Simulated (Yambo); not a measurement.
Yambo run on BeO (wurtzite, space group P6_3mc, No. 186). The wavefunctions are norm-conserving PBEsol (Quantum ESPRESSO, 88 Ry, without SOC) ones on a 6×6×4 mesh (10 occupied bands); a = 2.6909 Å, b = 2.6909 Å, c = 4.3692 Å, α = 90.00°, β = 90.00°, γ = 120.00°.

Yambo input:

```
rim_cut
gw0
dyson
el_el_corr
HF_and_locXC
ppa
em1d
RandQpts= 1000000
RandGvec= 1 Ry
EXXRLvcs= 88 Ry
VXCRLvcs= 352 Ry
Chimod= "HARTREE"
% BndsRnXp
 3 | 66 |
%
NGsBlkXp= 10 Ry
% LongDrXp
 1.0 | 1.0 | 1.0 |
%
PPAPntXp= 27.2114 eV
% GbndRnge
 1 | 26 |
%
GTermKind= "BG"
DysSolver= "n"
ExtendOut
% QPkrange
 1 | 1 | 10 | 11 |
%
```

k points by index: 1 = Γ.

The o-*.qp file then holds:

```
#    K-point    Band    Eo [eV]    E [eV]    E-Eo [eV]    Vxc [eV]    Vnlxc [eV]    Sc|Eo [eV]    Sc|E [eV]    dSc/dw|Eo [eV]    Re(Z)    Im(Z)
#
    1    10    0.000000    -1.581561    -1.581561    -20.50230    -26.15995    3.746244    4.076090    -5.674834    0.827439    -0.850022E-3
    1    11    7.591310    8.817170    1.225861    -13.82375    -8.443399    -3.955938    -4.154489    -4.407156    0.860614    -0.707050E-3
```
(The two width columns are left out.) Convergence of these settings isn't established.

Geometry relaxed with PBEsol.
